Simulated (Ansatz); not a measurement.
CsCl:
```cif
data_ClCs
_chemical_formula_sum 'Cs1 Cl1'
_space_group_name_H-M_alt 'P 1'
_space_group_IT_number 1
_cell_length_a 4.95416
_cell_length_b 4.95416
_cell_length_c 4.95416
_cell_angle_alpha 60.000
_cell_angle_beta 60.000
_cell_angle_gamma 60.000
loop_
_space_group_symop_operation_xyz
  'x, y, z'
loop_
_atom_site_label
_atom_site_type_symbol
_atom_site_fract_x
_atom_site_fract_y
_atom_site_fract_z
_atom_site_occupancy
Cs1 Cs 0.00000 0.00000 0.00000 1
Cl1 Cl 0.50000 0.50000 0.50000 1
```

Relaxed with r²SCAN. 

### Question
HSE06 on this cell (Ansatz, a first-principles code, PAW) gives a gap of 6.17 eV. What does r²SCAN give?

### Answer
5.48 eV.

Cost on shared cores: the r²SCAN run (SCF on a 7×7×7 mesh, then bands and DOS) about 40 core-seconds (a rough figure), the HSE06 run (SCF on 5×5×5, then a few points) roughly 2.8 core-minutes; the tasks are unlike.

Space group Fm-3m (rock salt). The first step of the workflow began from a Materials Project structure, measured or hypothetical; the Crystallography Open Database files this formula in space group No. 225, but the cells were not matched. It is not the phase usual at ambient conditions (space group No. 221). Symmetry was held in the r²SCAN relaxation; its stability against distortions is not shown here. Spin–orbit coupling is left out wherever it is not named.

Potentials: the earlier of the program's two PAW sets.

Ansatz is a plane-wave DFT program.
